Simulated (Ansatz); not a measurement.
Method: Ansatz 0.2.0, DFT PBE, scalar-relativistic, plane waves, PAW. Cutoff 420 eV, Γ-centred 6×6×10 mesh (6-atom cell), Gaussian smearing of 0.10 eV, collinear spin.

Formation energies are uncorrected and refer to the elements' standard structures at the same level.

**Question.** Give a relaxed trial structure of a hexagonal metal made of As, Eu and Pt, with a formation energy near −0.43 eV/atom, a density near 10.32 g/cm³ and a net moment near 1.2 μB per atom, in a cell of 6 atoms. Its symmetry should be P6/mmm (No. 191).

**Answer.** EuAs3Pt2, space group P6/mmm (No. 191). Eu has 6 Pt at 3.38 Å and 12 As at 3.59 Å; As is surrounded by 4 Pt at 2.68 Å, 4 As at 2.93 Å and 4 Eu at 3.59 Å; around Pt lie 6 As at 2.68 Å, 3 Eu at 3.38 Å and 3 Pt at 3.38 Å.

```
Eu As Pt
1.0
     5.86293    0.00000    0.00000
    -2.93147    5.07745    0.00000
     0.00000    0.00000    4.14601
Eu As Pt
1 3 2
Direct
  0.00000 0.00000 0.00000
  0.50000 0.00000 0.50000
  0.00000 0.50000 0.50000
  0.50000 0.50000 0.50000
  0.66667 0.33333 0.00000
  0.33333 0.66667 0.00000
```

The volume per atom is 20.57 Å³. The density is 10.32 g/cm³, the formation energy is −0.43 eV/atom and the gap on the 6×6×10 mesh of the 6-atom cell is 0 eV (a metal). The net moment per atom is 1.15 μB and the moment by site is Eu 6.8 μB.

The cell was found from a structure generator's guess, not taken from experiment. The answer needn't be unique; the calculation gave this one.

These runs have no spin–orbit coupling, which can matter for Pt. The reference form of As is held partly by dispersion forces, which this level lacks. The 4f shell of Eu is treated without a Hubbard U, which places its levels poorly. Another magnetic order may lie lower. Symmetry constrained the relaxation, so the result can be a saddle point. Site moments count only spheres around the atoms; the net moment includes the space between them.
